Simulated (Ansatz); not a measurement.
LaN, first-principles data

LaN:
```xyz
2
Lattice="0.0000 2.8023 2.8023 2.8023 0.0000 2.8023 2.8023 2.8023 0.0000" Properties=species:S:1:pos:R:3 pbc="T T T"
N      1.4011     1.4011     1.4011
La     0.0000     0.0000     0.0000
```

Space group F-43m (No. 216), zinc blende; conventional cell a = 5.6045 Å, b = 5.6045 Å, c = 5.6045 Å, α = 90.00°, β = 90.00°, γ = 90.00°.

Method: r²SCAN in the plane-wave PAW code Ansatz. Structure relaxed to zero pressure with the same functional. Other levels are named where they apply.

### Cell and energy

- Volume per atom = 22.01 Å³
- Density = 5.77 g/cm³
- Formation energy from the elements (no fitted shifts) = -1.43 eV/atom

### Electronic structure

* **Band gap**: 1.51 eV (indirect)
* **Valence-band maximum**: at X
* **Conduction-band minimum**: at Γ
* **Smallest direct gap on the standard path**: 2.51 eV
* **Electron effective mass**: 0.40 mₑ (isotropic)
* **Electron effective mass with spin–orbit coupling**: 0.40 mₑ (isotropic)
* **Hole effective mass with spin–orbit coupling**: 0.70, 1.1, 1.1 mₑ (principal values)
* **HSE06 gap on the r²SCAN cell**: 2.17 eV
* **Gap with spin–orbit coupling**: 1.43 eV

### Mechanics

- Bulk modulus (Birch–Murnaghan fit): 89.8 GPa
- Pressure derivative B′: 3.6
- Elastic constants (relaxed ions, GPa): C11 = 101, C12 = 84.1, C44 = 30.9
- Mechanical stability: stable (all eigenvalues of C positive)
- Hill bulk and shear moduli: 89.9 and 18.6 GPa
- Young's modulus: 52.2 GPa
- Poisson's ratio: 0.40
- Debye temperature from the elastic constants: 216 K
- Piezoelectric stress constants (proper, relaxed ions, C/m²): e14 = e25 = e36 = -0.34

### Charges

- Bader charges = N -1.77, La +1.77 e

The start of the workflow was typed in or built on a structure type; neither database checked (COD, Materials Project) lists it. COD files the formula under space group No. 225. Its standing as an ambient phase is unchecked. The cell was relaxed with r²SCAN under the symmetry of its start; whether a distortion lowers the energy is not shown. Signs of piezoelectric constants follow the polarity of the cell as given. The references are the lowest solids computed at this level, not always the standard phases (solids in place of the gases). Spin–orbit coupling is left out wherever it is not named.

Potentials: the earlier of the program's two PAW sets. The files were generated under PBE; for other functionals the program regenerates the frozen cores, and for LDA and PBEsol the local potential too.
